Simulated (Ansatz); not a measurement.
Values for one crystal, relaxed and computed with LDA in the plane-wave PAW code Ansatz; other levels are named.

- Volume per atom: 26.72 Å³
- Electronic character: metallic (no gap)
- Bulk modulus (Birch–Murnaghan fit): 60.6 GPa
- Young's modulus: 50.3 GPa
- Poisson's ratio: 0.36
- Debye temperature from the elastic constants: 178 K
- Highest zone-centre frequency: 111 cm⁻¹

### Question
Which compound is it?
(A) InSb, rock salt
(B) AlAs, rock salt
(C) ZrS, rock salt
(D) NbC, rock salt

### Answer
A, InSb, rock salt

Space group Fm-3m (rock salt). The workflow started from a Materials Project entry (that database holds measured and hypothetical structures alike); the Crystallography Open Database copy checked does not list it. It is not the phase usual at ambient conditions (space group No. 216). The LDA relaxation kept the symmetry of its start; whether a distortion lowers the energy is not shown. As this level gives no gap, shear constants depend on the k-mesh and smearing (Fermi–Dirac, 0.1 eV here). As this level gives no gap, phonon frequencies hold no LO–TO term and depend on the k-mesh and smearing (Fermi–Dirac, 0.1 eV here). Scalar-relativistic: spin–orbit coupling is off unless named, which matters more the heavier the elements.

Potentials: the later of the program's two PAW sets.
